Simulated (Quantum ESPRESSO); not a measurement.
## Band energies of BN

```
CELL_PARAMETERS angstrom
      2.51243     0.00000     0.00000
     -1.25621     2.17583     0.00000
      0.00000     0.00000     7.70726
ATOMIC_POSITIONS crystal
  B  0.33333 0.66667 0.25000
  B  0.66667 0.33333 0.75000
  N  0.33333 0.66667 0.75000
  N  0.66667 0.33333 0.25000
```

PBE (pw.x of Quantum ESPRESSO, ONCV potentials, without SOC); path ΓMKΓALHA,LM,KH; energies in eV from the valence-band maximum.

```csv
k (1/Å),point,band 4,band 5,band 6,band 7,band 8,band 9,band 10,band 11
0.00,Γ,-4.69,-1.36,-1.36,-1.35,-1.35,4.62,8.57,10.96
0.33,,-4.36,-2.38,-2.38,-1.83,-1.82,5.07,8.66,11.00
0.78,,-5.50,-3.82,-3.13,-3.11,-2.97,6.78,8.01,8.80
1.11,,-7.78,-3.87,-3.86,-2.18,-1.52,5.89,6.38,8.55
1.44,M,-8.84,-4.14,-4.13,-1.10,-0.69,4.51,5.18,9.47
1.56,,-8.81,-4.27,-4.26,-1.07,-0.66,4.53,5.17,9.63
2.04,,-8.20,-6.41,-6.39,-0.37,-0.13,4.71,4.94,11.82
2.28,K,-7.84,-7.15,-7.15,-0.01,-0.01,4.72,4.72,11.28
2.38,,-7.90,-7.00,-7.00,-0.15,-0.01,4.73,4.80,11.38
2.80,,-7.18,-5.41,-5.39,-1.93,-1.29,6.31,6.31,9.26
3.11,,-5.50,-3.92,-3.91,-3.55,-2.73,7.18,7.89,8.50
3.53,,-4.17,-2.83,-2.82,-2.12,-2.12,5.31,8.67,11.30
3.94,Γ,-4.69,-1.36,-1.36,-1.35,-1.35,4.62,8.57,10.96
4.35,A,-5.21,-1.36,-1.36,-1.36,-1.36,6.22,6.22,11.60
4.74,,-4.75,-2.68,-2.68,-1.96,-1.96,6.71,6.71,11.23
5.03,,-4.73,-3.84,-3.84,-2.82,-2.82,7.43,7.43,10.06
5.41,,-7.48,-3.78,-3.78,-2.10,-2.10,6.38,6.38,9.55
5.80,L,-8.85,-4.14,-4.14,-0.90,-0.90,4.78,4.78,9.80
6.11,,-8.67,-4.95,-4.95,-0.69,-0.69,4.82,4.82,10.97
6.53,,-7.96,-6.97,-6.97,-0.06,-0.06,4.70,4.70,12.19
6.63,H,-7.86,-7.15,-7.15,0.00,0.00,4.67,4.67,12.14
6.82,,-7.95,-6.76,-6.76,-0.23,-0.23,4.86,4.86,12.15
7.19,,-7.04,-5.24,-5.24,-1.80,-1.80,6.43,6.43,10.62
7.56,,-4.92,-3.58,-3.58,-3.47,-3.47,7.62,7.62,9.97
7.83,,-4.55,-3.10,-3.10,-2.29,-2.29,6.92,6.92,11.24
8.20,,-5.18,-1.44,-1.44,-1.40,-1.40,6.25,6.25,11.59
8.30,A,-5.21,-1.36,-1.36,-1.36,-1.36,6.22,6.22,11.60
8.30,L,-8.85,-4.14,-4.14,-0.90,-0.90,4.78,4.78,9.80
8.40,,-8.85,-4.14,-4.13,-0.98,-0.82,4.67,4.92,9.69
8.70,M,-8.84,-4.14,-4.13,-1.10,-0.69,4.51,5.18,9.47
8.70,K,-7.84,-7.15,-7.15,-0.01,-0.01,4.72,4.72,11.28
9.11,H,-7.86,-7.15,-7.15,0.00,0.00,4.67,4.67,12.14
```

The PBE gap is indirect, 4.51 eV, from H to M; the smallest direct gap is 4.67 eV. Another valence extremum on the path lies within 0.02 eV, too close to call.

Geometry of the Materials Project entry, not relaxed at this level.

The distance between layers or molecules is the database entry's, not relaxed here. Functionals without dispersion can leave it too large, which widens gaps and weakens the response across layers: the numbers belong to this cell.
